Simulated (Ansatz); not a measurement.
Consider the following.

SnSe:
```xyz
4
Lattice="5.0839 0.0000 0.0000 -2.5419 4.4028 0.0000 0.0000 0.0000 6.1505" Properties=species:S:1:pos:R:3 pbc="T T T"
Sn     2.5419     1.4676     0.2497
Sn     0.0000     2.9352     3.3250
Se     2.5419     1.4676     3.5956
Se     0.0000     2.9352     0.5203
```

This is the HSE06-relaxed structure.

Q: All from the program Ansatz at the HSE06 level (PAW), unless another level is named. Predict the band gap.

A: 1.17 eV (direct).

Q: Next, the valence-band maximum?

A: at H.

Space group P6_3mc. The cell is a constructed one: a structure type filled with these elements; neither database checked (COD, Materials Project) lists it. It is not the phase usual at ambient conditions (space group No. 62). The cell was relaxed with HSE06 under the symmetry of its start; its stability against distortions is not shown here. The hybrid was solved on a coarse mesh, the path and, where they were found, the r²SCAN edge points; its band edges are the extreme levels among these. Scalar-relativistic: spin–orbit coupling is off unless named, which matters more the heavier the elements.

Potentials: the later of the program's two PAW sets.
